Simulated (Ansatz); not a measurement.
BeS:
```
CELL_PARAMETERS angstrom
      3.43704     0.00000     0.00000
     -1.71852     2.97656     0.00000
      0.00000     0.00000     7.80495
ATOMIC_POSITIONS crystal
  Be 0.50000 0.00000 0.00000
  Be 0.00000 0.50000 0.33333
  Be 0.50000 0.50000 0.66667
  S  0.50000 0.00000 0.50000
  S  0.00000 0.50000 0.83333
  S  0.50000 0.50000 0.16667
```

Relaxed with r²SCAN+D4. Special points in fractions of this cell's reciprocal vectors: Γ (0.000, 0.000, 0.000); M (0.500, 0.000, 0.000); K (0.333, 0.333, 0.000); A (0.000, 0.000, 0.500); L (0.500, 0.000, 0.500); H (0.333, 0.333, 0.500).

**Question.** List the band energies nearest the valence-band maximum at these points for r²SCAN+D4 in the plane-wave PAW code Ansatz.

**Answer.** In eV from the valence-band maximum; about four levels below and three above (degenerate sets whole), none deeper than 8.9 eV; points with the same levels are listed once.

```json
[
 {"k": "Γ", "below": "-0.65 -0.65 -0.30 0.00", "above": "4.68 4.68 5.64"},
 {"k": "M", "below": "-2.29 -2.22 -1.78 -1.71", "above": "3.16 3.39 4.30"},
 {"k": "K", "below": "-4.01 -4.01 -2.60 -1.76 -1.76", "above": "4.51 4.77 4.77"},
 {"k": "A", "below": "-0.72 -0.45 -0.45 -0.38", "above": "4.15 5.72 5.87 5.87"},
 {"k": "L", "below": "-2.52 -2.04 -1.70 -1.29", "above": "3.68 4.35 4.63"},
 {"k": "H", "below": "-3.38 -3.38 -2.70 -1.22", "above": "4.91 5.57 6.54 6.54"}
]
```

Space group P6_422. The start of the workflow was typed in or built on a structure type; neither database checked (COD, Materials Project) lists it. COD files the formula under space group No. 216, so this cell is another polymorph or a model. Whether it is the stable phase at ambient conditions was not checked. The cell was relaxed with r²SCAN+D4 under the symmetry of its start; whether a distortion lowers the energy is not shown.

Potentials: the later of the program's two PAW sets.
